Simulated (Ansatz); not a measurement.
AlFe (R-3m); stretched by 2 % along (1, 1, 1) at fixed volume; collinear moments without spin–orbit coupling.

```
CELL_PARAMETERS angstrom
2.91029 0.02896 0.02896
0.02896 2.91029 0.02896
0.02896 0.02896 2.91029
ATOMIC_POSITIONS crystal
Al 0.00000 0.00000 0.00000
Fe 0.50000 0.50000 0.50000
```

Geometry: a structure as deposited in COD, strained as stated; nothing is relaxed.

Settings: LDA, 8×8×8 k mesh, Fermi–Dirac smearing of 0.05 eV. LAPW is all-electron LAPW in Ansatz 0.2.0. Site moments are integrated in spheres about the atoms. Start moments (μB): Fe2 0.8.

The self-consistent cycle went as follows.

```tsv
iteration	Harris–Foulkes energy less the last (meV)	density residual (eV)	M (μB)	∫|m| (μB)
1	-295.494	5.7e-01	0.6972	0.7565
2	-166.491	7.3e-02	0.7448	0.8045
3	-53.450	1.1e-01	0.7374	0.8102
4	-1.036	6.3e-04	0.7458	0.8261
5	-0.107	8.2e-05	0.7469	0.8311
6	-0.006	9.1e-06	0.7468	0.8326
7	-0.001	2.7e-06	0.7468	0.8327
8	-0.011	1.2e-05	0.7470	0.8332
9	0.000	1.0e-06	0.7468	0.8330
10	0.000	5.9e-08	0.7469	0.8335
11	0.000	1.6e-08	0.7469	0.8336
12	0.000	5.6e-10	0.7469	0.8336
13	0.000	3.7e-12	0.7469	0.8336
```

Site moments (μB): Al1 -0.03, Fe2 0.79. Cell moment 0.75 μB.

The Ansatz runs typed with the search for lower states off end where their start leads. The magnetic state is the one that this cell and start allow. It needn't be the compound's measured order, which may need a larger cell or be absent.
